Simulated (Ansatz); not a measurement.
Polymorphs of Br, each relaxed with r²SCAN+D4 in the plane-wave PAW code Ansatz:

A: molecular I2 type (Cmce)
a = 6.9050 Å, b = 4.2049 Å, c = 8.7050 Å, α = β = γ = 90.00°

```json
[
 {"atom": "Br", "site": "8f", "symmetry": "m..", "x": "0.0000", "y": "0.3574", "z": "0.3837"}
]
```

B: Immm
a = 2.5874 Å, b = 3.3547 Å, c = 6.9845 Å, α = 90.00°, β = 90.00°, γ = 90.00°

```csv
atom,site,symmetry,x,y,z
Br,2a,mmm,0.0000,0.0000,0.0000
```

### Question
Rank these by energy per atom at 0 K (lowest first), as r²SCAN+D4 gives it.

### Answer
A (+0 meV/atom), B (+144 meV/atom)

### Question
Give each one's gap.

### Answer
A 1.66 eV; B no gap.

Not the usual ambient phase: B. Gas or liquid at ambient conditions: A; B. All cells were relaxed under the symmetry of their starts (and spin orders); stability against distortions was not tested throughout. Spin–orbit coupling is left out wherever it is not named.

Energies hold the estimated change up to a 700 eV cutoff; steps of a few meV lie near the error of the meshes.

Potentials: the later of the program's two PAW sets.
